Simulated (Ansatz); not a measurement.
Total density of states per atom from plane-wave PAW r²SCAN+D4 (Ansatz code), in 0.25 eV bins, energy from the valence-band maximum:

```
E (eV) | states/eV/atom
    -7.85 | ## 0.06
    -7.60 | ###### 0.19
    -7.35 | ######## 0.26
    -7.10 | ##################### 0.65
    -6.85 | ################ 0.48
    -6.60 | ########### 0.34
    -6.35 | ######### 0.28
    -6.10 | ######## 0.23
    -5.85 | ####### 0.20
    -5.60 | ###### 0.18
    -5.35 | ##### 0.15
    -5.10 | #### 0.14
    -4.85 | #### 0.12
    -4.60 | ##### 0.14
    -4.35 | ################ 0.50
    -4.10 | ################## 0.54
    -3.85 | ################ 0.49
    -3.60 | ################ 0.50
    -3.35 | ################## 0.55
    -3.10 | ###################### 0.67
    -2.85 | ######################## 0.73
    -2.60 | ####################### 0.69
    -2.35 | ###################### 0.66
    -2.10 | ##################### 0.64
    -1.85 | #################### 0.61
    -1.60 | ################### 0.59
    -1.35 | ################# 0.53
    -1.10 | ########### 0.34
    -0.85 | ######## 0.24
    -0.60 | ###### 0.17
    -0.35 | ### 0.10
    -0.10 | # 0.03
     0.15 |  0.00
     0.40 |  0.00
     0.65 |  0.00
     0.90 | ## 0.05
     1.15 | #### 0.14
     1.40 | ####### 0.23
     1.65 | ######### 0.28
     1.90 | ########### 0.34
     2.15 | ############### 0.46
     2.40 | ###################### 0.68
     2.65 | ############################## 0.91
     2.90 | ######################## 0.73
     3.15 | ################## 0.55
     3.40 | ################ 0.49
     3.65 | ############################ 0.86
     3.90 | ############################## 0.92
     4.15 | ############################ 0.85
     4.40 | ###################### 0.68
     4.65 | ################ 0.49
     4.90 | ################## 0.56
     5.15 | ################ 0.50
     5.40 | ################### 0.59
     5.65 | ################### 0.58
```

Which of these materials gives this?
A) Si, diamond
B) N, α-N2
C) Cs, fcc (Cu type)
D) Ti, hcp (Mg type)

A, Si, diamond. Top 1 eV of the valence band: Si 3p 96 %. Bottom 1 eV of the conduction band: Si 3p 57 %, Si 3s 27 %, outside the projected shells 16 %. Projections are on Löwdin-orthogonalised atomic valence shells; empty p or d shells of many metals are not among them.

Space group Fd-3m (diamond). The cell was relaxed with r²SCAN+D4 under the symmetry of its start.

Potentials: the later of the program's two PAW sets.
